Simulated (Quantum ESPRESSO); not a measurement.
# Strain and stress in Ge6BN

Calculated results; nothing here was measured. They come from pw.x of Quantum ESPRESSO 7.5, a plane-wave density functional program, with PseudoDojo standard norm-conserving files (v0.5 for PBE, v0.4.1 for LDA and PBEsol). The cells are made up: elements, strain and atom displacements were drawn at random, and nothing was relaxed. There is no spin polarisation, spin-orbit coupling or dispersion term.

The cell has 8 sites of a zincblende or diamond lattice. Sites 1 to 4 hold Ge Ge Ge B; sites 5 to 8 hold Ge N Ge Ge. Cell vectors in Å: (5.749, 0.013, 0.021); (0.013, 5.725, -0.023); (0.021, -0.023, 5.777). Settings: PBE, cutoff 1143 eV, 6 x 6 x 6 k mesh shifted by half a step, Fermi-Dirac smearing of 0.1 eV.

Each run adds the same linear strain along x, y and z to one cell, with the atoms carried along; the vectors above are those of run 4. Stress is positive in tension and P is minus a third of its trace. E is the free energy for each atom above the lowest run shown.

```
run,strain (%),s_xx (GPa),s_yy (GPa),s_zz (GPa),s_xy (GPa),P (GPa),E (meV/atom)
1,-2.39,6.00,5.64,5.78,1.87,-5.81,0.00
2,-1.67,6.84,6.50,6.63,1.67,-6.66,19.20
3,-0.61,7.88,7.56,7.68,1.39,-7.71,52.46
4,-0.08,8.32,8.02,8.13,1.26,-8.16,71.12
5,1.15,9.17,8.89,8.98,1.00,-9.01,118.83
7,2.09,9.67,9.41,9.49,0.82,-9.52,158.91
6,1.70,?,?,?,?,?,?
```

A rerun of one of these cells at 1437 eV and k mesh 8 x 8 x 8 moved values by no more than 0.005 eV in the cell's energy, 0.02 GPa in stress and 0.007 eV/Å in force.

## Worked fit

A parabola through the six runs shown gives P = -8.22 - 0.80 e + 0.087 e² GPa, with e in per cent and a scatter of 0.02 GPa. A linear strain of 1 % changes the volume by about 3 %, so the bulk modulus of this cell with clamped atoms is about 27 ± 1 GPa at e = 0. The error is the larger of the fit's own and the change that a cubic makes, rounded up.

## Withheld run

Question: what P should run 6 give?

The fit gives -9.33 GPa. The calculation gave -9.33 GPa.

| run | strain (%) | s_xx (GPa) | s_yy (GPa) | s_zz (GPa) | s_xy (GPa) | P (GPa) | E (meV/atom) |
| --- | --- | --- | --- | --- | --- | --- | --- |
| 6 | 1.70 | 9.48 | 9.21 | 9.30 | 0.89 | -9.33 | 141.91 |